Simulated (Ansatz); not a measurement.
# VSi

```xyz
2
Lattice="0.0000 2.7646 2.7646 2.7646 0.0000 2.7646 2.7646 2.7646 0.0000" Properties=species:S:1:pos:R:3 pbc="T T T"
V     0.0000    0.0000    0.0000
Si    1.3823    1.3823    1.3823
```

Atoms are numbered in the order listed.

The structure comes from a relaxation in the same program, started in the zincblende type, and has space group F-43m. Whether it is a known phase or the ground state wasn't checked.

The magnetic state is the one reached from the start moments; no search over orders was made, so it needn't be the ground state.

Levels of theory: DFT, PBE, all-electron LAPW, scalar-relativistic (Ansatz 0.2.0); DFT, PBE, PAW with Ansatz's default frozen-core files, scalar-relativistic (Ansatz 0.2.0); DFT, PBE, all-electron PAW with datasets made for the crystal, scalar-relativistic (Ansatz 0.2.0).

For LAPW: a Γ-centred 11×11×11 k mesh, Fermi–Dirac smearing of 0.05 eV, basis error target 1 meV/atom, spin-polarised from start moments V1 1.5 μB. PAW takes a cutoff of 420 eV at this cell. The crystal-made all-electron datasets (AE datasets) take a cutoff of 280 eV at this cell. The Ansatz runs share mesh, smearing and spin set-up. Values come from LAPW unless marked.

```json
{
  "Moments in the spheres": "V1 0.54, Si2 -0.04 μB",
  "Band gap": "none: bands cross the Fermi level, a metal",
  "Bader charges (from the PAW run)": "V1 +0.81, Si2 -0.81 e",
  "Contact hyperfine fields (crystal-made datasets)": "V1 -3.2, Si2 -3.5 T, core polarisation included, positive along the moment of the spin-up electrons",
  "Volume per atom": "21.13 Å³",
  "Pressure at this cell": "-0.01 GPa"
}
```

**Question.** Moment of the cell: what does the calculation give?

**Answer.** 0.56 μB.

**Question.** Give the computed value. Löwdin charges (with 0.09 e of the cell spilling out of the atomic basis, so their sizes and signs hang on that basis).

**Answer.** V1 0.65, Si2 -0.56 e.

**Question.** Give the computed value. Density of states at the Fermi level (0.2 eV bin).

**Answer.** 2.46 states/eV per cell.
